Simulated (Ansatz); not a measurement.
Si2W in space group P6_222 (No. 180; Si on 6j, W on 3d) at seven volumes, plane-wave PAW r²SCAN (Ansatz code), shape and atoms relaxed at each. One row is withheld.

| V (Å³/atom) | P (GPa) |
|---|---|
| 12.146 | 27.56 |
| 12.547 | 16.85 |
| 12.947 | ? |
| 13.348 | 0.00 |
| 13.748 | -6.57 |
| 14.148 | -12.13 |
| 14.549 | -16.83 |

Question: Fit the shown pressures and predict the withheld one.

Answer: P = (3/2)B₀(x^(7/2) − x^(5/2))[1 + (3/4)(B′ − 4)(x − 1)] with x = (V₀/V)^(2/3). Least squares on the six rows gives V₀ = 13.348 Å³/atom, B₀ = 237 GPa, B′ = 4.45. At V = 12.947, x = 1.0205 and P = 7.74 GPa. The run itself gave 7.74 GPa.

The workflow started from a Materials Project entry (that database holds measured and hypothetical structures alike); the Crystallography Open Database copy checked does not list it. It is not the phase usual at ambient conditions (space group No. 139). The r²SCAN relaxation kept the symmetry of its start; phonons on a q-mesh show no instability. The run is not spin-polarised. Spin–orbit coupling is left out wherever it is not named.

Potentials: the earlier of the program's two PAW sets.
